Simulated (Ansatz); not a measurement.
Method: DFT PBE, scalar-relativistic, plane waves, PAW (Ansatz). All cells share a 420 eV cutoff and Γ-centred k meshes spaced at most about 0.3 Å⁻¹ (2π included). No spin polarisation in the final relaxations.

All energies are static (0 K, no zero-point motion). All come from trial cells, and lower structures may exist.

Task: These unrelaxed guesses for Sn3PbO4 are each relaxed within their symmetry. Order them by the energy at which they end, lowest first.
A.

```xyz
8
Lattice="5.5187 0.0000 0.0000 0.0000 5.5187 0.0000 0.0000 0.0000 4.9730" Properties=species:S:1:pos:R:3 pbc="T T T"
Sn    0.0000    2.7594    1.1781
Sn    2.7594    0.0000    1.1781
Sn    0.0000    0.0000    3.7949
Pb    2.7594    2.7594    3.7949
O     4.1390    1.3797    0.0000
O     1.3797    4.1390    0.0000
O     4.1390    4.1390    0.0000
O     1.3797    1.3797    0.0000
```

B.

```xyz
8
Lattice="3.8616 0.0000 0.0000 0.0000 3.8616 0.0000 0.0000 0.0000 10.1569" Properties=species:S:1:pos:R:3 pbc="T T T"
Sn    1.9308    1.9308    6.2260
Sn    0.0000    0.0000    3.9308
Sn    0.0000    0.0000    9.0093
Pb    1.9308    1.9308    1.1476
O     1.9308    0.0000    0.0000
O     1.9308    0.0000    5.0784
O     0.0000    1.9308    0.0000
O     0.0000    1.9308    5.0784
```

Result: A (ends in P4mm, 0 meV/atom), B (ends in P4mm, 12 meV/atom).

Weakly bound directions are ill-defined at this level, which has no dispersion term (P4mm at 19.8 Å³/atom), and this can change margins and order among such cells. These runs have no spin–orbit coupling, which can matter for Pb. Cells relaxed within their symmetry can be saddle points. Some candidate types were left out of the draw beforehand, so a known form may be missing.
